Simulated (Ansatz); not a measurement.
input.yaml (Ansatz)

```yaml
crystal:
  lattice:
    - [14.0, 0.0, 0.0]
    - [0.0, 14.4, 0.0]
    - [0.0, 0.0, 14.8]
  atoms:
    - { symbol: Ba, position: [0.5, 0.5, 0.5], spin: 0.01 }
  symmetry: { detect: false, time_reversal: true }
hamiltonian:
  xc: r2scan
  pseudopotentials:
    kind: paw
    azcp:
      Ba: "pseudopotentials/Ba.paw.azcp"
basis:
  ecutwfc: 500
  fft_grid_basis: typed
kpoints:
  mp_grid: { grid: [1, 1, 1], shift: [0, 0, 0] }
magnetization:
  spin_polarized: true
scf:
  occupations: { method: fermi_dirac, width: 0.01 }
output:
  write_density: true
  write_potential: true
  elf: true
  volumetric_format: npy
```

and its output:

```
Engine: ansatz 0.2.0, x86_64-unknown-linux-gnu
Pseudopotentials: kind: paw
Pseudopotential: Ba, paw, valence charge 10, recommended cutoff 500 eV (meta_gga) 
Functional definition: r2SCAN
  parameter k0 = 0.174
  parameter k1 = 0.065
  parameter a1 = 4.9479
  exchange = r2scan_x(k0 = k0, k1 = k1, a1 = a1)
  correlation = r2scan_c
Crystal: 1 atoms, lattice volume = 2983.680 Å³
Basis set: ecut = 500 eV, 75747 PW (Γ), exchange–correlation on 432×432×432 points (64 copies of the dense FFT grid, shifted against one another)
Bands: 10, of which v1, the nominal top of the filled ones, is band 5 counted from 1 (4 counted from 0)
Symmetry: 1 space group operations
k-points: 1
Non-local potential: Ba, projectors of the file, l = 0: 3, l = 1: 2, l = 2: 2, l = 3: 2
PAW form: soft (Blöchl's): semilocal exchange-correlation on the pseudo side does not see the compensation charge
PAW frozen core: Ba, regenerated for the run's functional (the file was generated under x = pbe(κ = 0.804, μ = 0.2195149727645171), c = pbe(β = 0.06672455060314922))
PAW one-centre angular grid: Ba, 302 points (default); XC on 160 Gauss nodes
Initial density: superposition of atomic densities (neutral atoms: chi_scale 0, normalization atom)
Starting moments: Σ|m| = 0.01 μB on 1 of 1 site
Initial wavefunctions: pseudopotential atomic-orbital guess
Functional: x = r2scan, c = r2scan; τ floored in thin density (d = 2e-4 eV/Å³)
iter 1 solved again at ethr=2.42e-4 eV; its pass at ethr=3.10e-3 eV (dr2=2.42e-2 eV) is discarded
SCF iter   1: F=—  HF=-5962.427082 eV  |F-HF|=—  |Δ(HF+E_count)|=         —  Δρ=2.90e-4 (↑2.90e-4 ↓2.60e-4)  dr2=2.35e-2  dr2_τ=1.47e-4  dr2_m=1.44e-5  M=0.000 μB ∫|m|=0.000 μB  β_m=0.30  ethr=2.42e-4  ⟨swp⟩=1.0  Hψ=242  notcnv=0
spin=Collinear: Resta preconditioning applied to the charge; magnetization (m = ρ↑ − ρ↓) channel mixes plain (no charge-response kernel on spin).
SCF iter   2: F=—  HF=-5962.425160 eV  |F-HF|=—  |Δ(HF+E_count)|=   1.92e-3  Δρ=1.68e-4 (↑1.68e-4 ↓1.48e-4)  dr2=9.33e-3  dr2_τ=4.28e-5  dr2_m=7.21e-6  M=0.000 μB ∫|m|=0.000 μB  β_m=0.30  ethr=2.35e-4  ⟨swp⟩=4.0  Hψ=48  notcnv=0  κ⁻¹=1.0e0(r=1)
SCF iter   3: F=—  HF=-5962.422924 eV  |F-HF|=—  |Δ(HF+E_count)|=   2.24e-3  Δρ=5.78e-5 (↑4.66e-5 ↓5.78e-5)  dr2=5.11e-4  dr2_τ=2.13e-5  dr2_m=3.60e-6  M=0.000 μB ∫|m|=0.000 μB  β_m=0.30  ethr=9.33e-5  ⟨swp⟩=3.0  Hψ=48  notcnv=0  κ⁻¹=5.2e-3(r=2)
SCF iter   4: F=—  HF=-5962.423409 eV  |F-HF|=—  |Δ(HF+E_count)|=   4.85e-4  Δρ=1.69e-5 (↑1.47e-5 ↓1.69e-5)  dr2=7.38e-5  dr2_τ=2.61e-7  dr2_m=1.80e-6  M=0.000 μB ∫|m|=0.000 μB  β_m=0.30  ethr=5.11e-6  ⟨swp⟩=5.0  Hψ=54  notcnv=0  κ⁻¹=6.6e-5(r=3)
SCF iter   5: F=—  HF=-5962.423493 eV  |F-HF|=—  |Δ(HF+E_count)|=   8.36e-5  Δρ=7.38e-6 (↑6.99e-6 ↓7.38e-6)  dr2=6.72e-6  dr2_τ=3.21e-8  dr2_m=9.02e-7  M=0.000 μB ∫|m|=0.000 μB  β_m=0.30  ethr=7.38e-7  ⟨swp⟩=3.5  Hψ=41  notcnv=0  κ⁻¹=8.9e-6(r=4)
...
WARN: The output density's exchange-correlation potential varies sharply where the density is thin. Do not read a vacuum level from v_tot or v_xc, or from such a field of the output density. On a cell that repeats whose density bears no net charge and no dipole along the vacuum's axis use v_es (v_loc + v_h of the components); under efield.dipole_correction with no amplitude use v_es + v_field, which holds any external_charges[].barrier, or the levels of the report's work_function block, which leave it out; under a non-zero efield.amplitude the vacuum is tilted and has no level; on a cell that repeats and bears such a dipole with no correction it is tilted too, and efield.dipole_correction with no amplitude gives each side of its ramp a level where efield: is served; in a cell that repeats whose density bears a net charge (total_charge, or a fill off its count) it is curved and has none; of a slab under crystal.periodic whose density bears no net charge use v_es, which has a level on each side, short of where the two are joined; of another it falls or rises all the way out and has none; of a slab beside external_charges read slab_vacuum_level instead, which it has where they leave it neutral. The grid or the basis barely resolves most such structure, and the values can differ between equally converged runs; as a rule a tighter scf.convergence.dr2_threshold does not remove it. Where the density itself ripples (under the LDA too) a higher basis.ecutwfc lessens it. The files hold the spikes' plane waves up to the density's cutoff. Files: v_tot_of_output_density and the like, and their columns of v_z.tsv (output.write_potential); v_xc_of_output_density and the like, and their columns of v_comp_z.tsv (output.write_potential_components). Measured: with its Gaussian average of σ = 0.25 Å subtracted twice, the exchange-correlation potential is over 0.1 eV at 907885 of the grid points where the equally averaged density (valence and model cores) is under 1e-3 e/Å³, and 21.6 eV at the most among them, at an averaged density of 1.9e-4 e/Å³. The input density's (outcome.potential() and, of a run that writes arrays, v_tot and v_xc) is over 0.1 eV, so measured, at 907849 points of its own thin density, 21.6 eV at the most. See output.write_potential in the manual, Limitations
SCF converged after 45 iterations
Stability not told: the lowest value that the SCF's own minimisation read on its close, 1.1e-1 (residual 2.1e-3), is positive but too near zero to vouch for directions that it does not look along, and a probe of this close did not settle it: no lower mode is shown, and none is ruled out
Magnetization: 0.0000 μB (5.0000 up, 5.0000 down)
Absolute magnetization: 1.0317 μB (∫|ρ↑−ρ↓|, with the PAW one-centre terms)
Spin contamination: 0.3872 ħ² per cell (⟨S²⟩ above its minimum at these occupations)
Per-site moments (μB) at R_I (Å): [(-1.611381866098806e-5, 5.775)]
Free energy (F): -5962.463778 eV
Harris-Foulkes:  -5962.463778 eV  (|F-HF|=1.21e-9)
Internal energy: -5962.463778 eV  (E = F + TS)
E sigma→0 (E₀):  -5962.463778 eV
Fermi energy:    -2.345216 eV
--- Per-component energies (eV) ---
  E_band       = -187.672114
  E_kinetic    = 162.315799
  E_local      = -1033.878619  (includes V_loc(G=0)·N_el)
  E_nonlocal   = 55.872544
  E_hartree    = 398.285012
  E_xc         = -151.778094
  E_vxc        = -140.986685  (∫ρ·V_xc dr)
  E_paw        = -5251.564255  (= ΣΔE_a)
  E_vpaw       = -35.315648  (= ΣTr[D̂ρ^β])
  E_aug_tail   = -0.000001  (compensation charges beyond the density's cutoff)
  E_vtau       = 7.750069  (kinetic-family band-sum trace: ∫τ·v_τ [+ j·A + Jᵃ·Aᵃ] dr)
  E_ewald      = -141.786580
  E_core_change = 0.070416  (= ΣΔE_core)
  E_smearing   = -0.000000  (= −TS)
  E_closure    = -0.000000  (closes the sum)
  Σ components = -5962.463778   (vs F -5962.463778, Δ=0.00e0)
--- Band table (eV) ---
  k-point 0 ↑: bands = ["-34.1977", "-18.9252", "-18.9248", "-18.7757", "-3.0089", "-1.7162", "-1.7148", "-1.2258", "-1.2250", "-1.0357"]
  k-point 0 ↓: bands = ["-34.2031", "-18.9010", "-18.9002", "-18.8674", "-2.9682", "-1.4972", "-1.4812", "-1.4795", "-1.1350", "-1.1328"]
```

Command:

```sh
ansatz run input.yaml --threads 4 --pin off --max-ram 8192MiB --backend cpu --events-out ev --progress --plain --runs-dir out
```

On 4 threads of Intel(R) Xeon(R) Platinum 8488C (Sapphire Rapids) (shared host) this took about 1500 s of wall time and 5700 s of CPU time, with 5.7 GiB at the peak.
